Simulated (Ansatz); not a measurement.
BiClO:
```cif
data_Bi2Cl2O2
_chemical_formula_sum 'Bi2 Cl2 O2'
_space_group_name_H-M_alt 'P4/nmm :1'
_space_group_IT_number 129
_space_group_name_Hall 'P 4ab 2ab -1ab'
_cell_length_a 3.89406
_cell_length_b 3.89406
_cell_length_c 7.57852
_cell_angle_alpha 90.000
_cell_angle_beta 90.000
_cell_angle_gamma 90.000
loop_
_space_group_symop_operation_xyz
  'x, y, z'
  '-y+1/2, x+1/2, z'
  '-x, -y, z'
  'y+1/2, -x+1/2, z'
  'x+1/2, -y+1/2, -z'
  '-y, -x, -z'
  '-x+1/2, y+1/2, -z'
  'y, x, -z'
  '-x+1/2, -y+1/2, -z'
  'y, -x, -z'
  'x+1/2, y+1/2, -z'
  '-y, x, -z'
  '-x, y, z'
  'y+1/2, x+1/2, z'
  'x, -y, z'
  '-y+1/2, -x+1/2, z'
loop_
_atom_site_label
_atom_site_type_symbol
_atom_site_symmetry_multiplicity
_atom_site_Wyckoff_symbol
_atom_site_fract_x
_atom_site_fract_y
_atom_site_fract_z
_atom_site_occupancy
Bi1 Bi 2 c 0.50000 0.00000 0.16573 1
Cl1 Cl 2 c 0.00000 0.50000 0.34474 1
O1 O 2 a 0.00000 0.00000 0.00000 1
```

This is the r²SCAN-relaxed structure.

**Question.** All from r²SCAN in the plane-wave PAW code Ansatz, unless another level is named. Estimate the formation energy from the elements (no fitted shifts).

**Answer.** -132 kJ/mol-atom.

**Question.** Predict the band gap.

**Answer.** 2.99 eV (indirect).

**Question.** And the smallest direct gap on the standard path?

**Answer.** 3.43 eV.

**Question.** Give the conduction-band minimum.

**Answer.** at Z.

**Question.** What about the valence-band maximum?

**Answer.** on the Z–R line, 83 % of the way from Z.

The first step of the workflow began from a Materials Project structure, measured or hypothetical; the Crystallography Open Database files this formula in space group No. 129, but the cells were not matched. Whether it is the stable phase at ambient conditions was not checked. The r²SCAN relaxation kept the symmetry of its start; its stability against distortions is not shown here. A crystal of weakly bound layers computed without a dispersion correction: the cell and the soft elastic constants depend strongly on that. The references are the lowest solids computed at this level, not always the standard phases (solids in place of the gases). Scalar-relativistic: spin–orbit coupling is off unless named, which matters more the heavier the elements.

Potentials: the later of the program's two PAW sets.
